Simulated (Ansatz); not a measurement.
Each is relaxed and computed with r²SCAN+D4 in the plane-wave PAW code Ansatz. Which is the only metal?
A) Si2Ni, P6/mmm (Ni on 1a, Si on 2d)
B) SiC, P6_3/mmc (Si on 2c, C on 2d)
C) Si3N4, P6_3/m (Pearson symbol hP42)
D) NiI2, R-3m (Ni on 3a, I on 6c)

A, Si2Ni, P6/mmm (Ni on 1a, Si on 2d). Si2Ni: metal; SiC: gap 0.33 eV (indirect); NiI2: gap 0.98 eV (indirect); Si3N4: gap 3.57 eV (indirect). Spin orders computed, not proven ground states: NiI2, R-3m (Ni on 3a, I on 6c) ferromagnetic. Constructed cells (a structure type filled with these elements, in neither database checked): Si2Ni, P6/mmm (Ni on 1a, Si on 2d). Typed or built starts, not in the databases checked: SiC, P6_3/mmc (Si on 2c, C on 2d). Not the usual ambient phase: Si2Ni, P6/mmm (Ni on 1a, Si on 2d); SiC, P6_3/mmc (Si on 2c, C on 2d); Si3N4, P6_3/m (Pearson symbol hP42). Standing as an ambient phase not checked: NiI2, R-3m (Ni on 3a, I on 6c). Began spin-polarised and lost the moments: Si2Ni, P6/mmm (Ni on 1a, Si on 2d). All cells were relaxed under the symmetry of their starts (and spin orders); stability against distortions was not tested throughout. Scalar-relativistic: spin–orbit coupling is off unless named, which matters more the heavier the elements.

Potentials: the later of the program's two PAW sets.
